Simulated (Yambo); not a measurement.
# LaVO4: sweep of GW parameters

G0W0@PBEsol for LaVO4 (space group I4_1/amd, No. 141) in Yambo. Reference settings: 2×2×2 Γ-centred k mesh, bands 3 to 351 and a 8 Ry block in the screening, 351 bands in G with the Bruneval-Gonze terminator, plasmon pole fitted at 27.2 eV. The PBEsol gap N → Γ on this mesh is 3.02 eV; G0W0 gaps are taken between the same points.

```csv
change from the reference,G0W0 gap N → Γ (eV),shift of the valence edge (eV),rough Yambo cost
reference settings,4.99,-0.59,1
"229 bands in W, 229 bands in G",4.98,-0.52,within a factor of two
169 bands in W,5.01,-0.47,within a factor of two
no random integration,4.91,-0.33,–
```

The reference isn't shown to be the converged limit. Costs are rough (shared machines), scaled to the same edge states, and given only for runs that recompute the screening.

The 3d shell has no Hubbard U; the runs are without spin polarisation, and magnetic order was not tried. The 4f states are in the valence at their DFT position.

Geometry of the Materials Project entry, not relaxed at this level; primitive cell a = b = c = 6.2106 Å, α = β = 106.15°, γ = 116.33°.

The structure is a Materials Project entry; no match was found in the copy of COD used, and its stability was not checked.

A shift is the quasiparticle energy of the state minus its PBEsol energy.
